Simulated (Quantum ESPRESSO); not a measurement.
**Band energies of RbCl**

```xyz
2
Lattice="0.0000 3.2704 3.2704 3.2704 0.0000 3.2704 3.2704 3.2704 0.0000" Properties=species:S:1:pos:R:3 pbc="T T T"
Cl     3.2704     3.2704     3.2704
Rb     0.0000     0.0000     0.0000
```

norm-conserving PBEsol (Quantum ESPRESSO, 58 Ry, no spin-orbit coupling); path ΓXWKΓLUWLK,UX; energies in eV from the valence-band maximum.

```
k (1/Å)  point  band 4  band 5  band 6  band 7  band 8  band 9  band 10  band 11
-------  -----  ------  ------  ------  ------  ------  ------  -------  -------
0.00         Γ   -7.89   -7.89    0.00    0.00    0.00    4.90     7.91     7.91
0.43             -7.94   -7.89   -0.53   -0.06   -0.06    6.07     6.92     9.16
0.96         X   -8.00   -8.00   -0.33   -0.10   -0.10    6.07     8.02     9.66
1.44         W   -8.09   -7.88   -0.47   -0.24   -0.24    7.58     7.58     9.31
1.55             -8.06   -7.89   -0.46   -0.27   -0.23    7.18     8.03     9.13
1.78         K   -7.97   -7.95   -0.43   -0.29   -0.23    6.83     8.64     9.04
1.98             -7.93   -7.90   -0.66   -0.33   -0.23    7.48     7.97     9.30
2.49             -7.89   -7.88   -0.34   -0.14   -0.04    5.64     7.61     8.22
2.80         Γ   -7.89   -7.89    0.00    0.00    0.00    4.90     7.91     7.91
3.01             -7.89   -7.89   -0.17   -0.06   -0.06    5.27     7.78     8.11
3.42             -7.90   -7.87   -0.80   -0.31   -0.31    7.20     7.79     9.54
3.63         L   -7.91   -7.86   -0.92   -0.36   -0.36    7.65     7.93    10.16
3.98             -7.94   -7.91   -0.67   -0.31   -0.30    7.41     8.03     9.69
4.22         U   -7.97   -7.95   -0.43   -0.29   -0.23    6.83     8.64     9.04
4.56         W   -8.09   -7.88   -0.47   -0.24   -0.24    7.58     7.58     9.31
4.95             -7.96   -7.88   -0.74   -0.33   -0.32    7.64     7.83     9.81
5.24         L   -7.91   -7.86   -0.92   -0.36   -0.36    7.65     7.93    10.16
5.41             -7.91   -7.88   -0.85   -0.35   -0.35    7.64     7.91    10.00
5.83         K   -7.97   -7.95   -0.43   -0.29   -0.23    6.83     8.64     9.04
5.83         U   -7.97   -7.95   -0.43   -0.29   -0.23    6.83     8.64     9.04
6.17         X   -8.00   -8.00   -0.33   -0.10   -0.10    6.07     8.02     9.66
```

The PBEsol gap is direct, 4.90 eV at Γ.

Geometry relaxed with PBEsol.
